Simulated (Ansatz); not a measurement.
Be3N2:
```
CELL_PARAMETERS angstrom
      1.41744     0.81836     4.86156
     -1.41744     0.81836     4.86156
      0.00000    -1.63671     4.86156
ATOMIC_POSITIONS crystal
  Be 0.14086 0.14086 0.14086
  Be 0.68240 0.68240 0.68240
  Be 0.91115 0.91115 0.91115
  N  0.79586 0.79586 0.79586
  N  0.29164 0.29164 0.29164
```

Relaxed with r²SCAN.

Q: Tabulate the valence density and the electron localisation function along the shortest Be–N contact (1.65 Å), the program Ansatz at the r²SCAN level (PAW).

A: 

```
distance from Be (Å)  density (e/Å³)   ELF
--------------------  --------------  ----
0.16                            0.10  0.00
0.25                            0.15  0.01
0.33                            0.23  0.07
0.41                            0.32  0.28
0.49                            0.42  0.56
0.58                            0.54  0.75
0.66                            0.66  0.84
0.74                            0.81  0.88
0.82                            1.01  0.89
0.91                            1.26  0.89
0.99                            1.60  0.88
1.07                            2.04  0.85
1.15                            2.57  0.80
1.23                            3.10  0.69
1.32                            3.51  0.50
1.40                            3.69  0.27
1.48                            3.66  0.10
```

The density is the valence pseudo-density with augmentation charge, so density and ELF within about 1 Å of a nucleus are not all-electron values.

Space group R3m. The first step of the workflow began from a Materials Project structure, measured or hypothetical; the Crystallography Open Database copy checked does not list it. COD files the formula under space group No. 206. Its standing as an ambient phase is unchecked. The cell was relaxed with r²SCAN under the symmetry of its start; its stability against distortions is not shown here.

Potentials: the later of the program's two PAW sets.
